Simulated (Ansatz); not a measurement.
Al2O:
```
CELL_PARAMETERS angstrom
      0.00000     2.81054     2.81054
      2.81054     0.00000     2.81054
      2.81054     2.81054     0.00000
ATOMIC_POSITIONS crystal
  Al 0.25000 0.25000 0.25000
  Al 0.75000 0.75000 0.75000
  O  0.00000 0.00000 0.00000
```

Relaxed with r²SCAN. Special points in fractions of this cell's reciprocal vectors: Γ (0.000, 0.000, 0.000); X (0.500, 0.000, 0.500); U (0.625, 0.250, 0.625); K (0.375, 0.375, 0.750); L (0.500, 0.500, 0.500); W (0.500, 0.250, 0.750).

**Question.** List the band energies nearest the Fermi level at these points for r²SCAN in the plane-wave PAW code Ansatz.

**Answer.** In eV from the Fermi level; about four levels below and three above (degenerate sets whole), none deeper than 8.9 eV; points with the same levels are listed once.

| k | below | above |
|---|---|---|
| Γ | -7.58 -5.07 -5.07 -5.07 | 1.68 1.68 1.68 |
| X | -6.19 -6.19 -3.10 -1.46 | 0.45 2.68 2.68 |
| U | -7.39 -5.95 -2.28 -0.70 | 0.22 2.07 2.59 |
| L | -5.44 -5.44 -4.34 -0.20 | 1.81 1.81 5.00 |
| W | -0.98 -0.20 -0.13 -0.13 | 4.81 4.81 9.76 |

Space group Fm-3m (anti-fluorite). The start of the workflow was typed in or built on a structure type; the Crystallography Open Database files this formula in space group No. 225, but the cells were not matched. Its standing as an ambient phase is unchecked. Symmetry was held in the r²SCAN relaxation. At this level the phase is mechanically unstable. Its formation energy is positive at this level, so the cell may be metastable or incomplete.

Potentials: the earlier of the program's two PAW sets. The files were generated under PBE; for other functionals the program regenerates the frozen cores, and for LDA and PBEsol the local potential too.
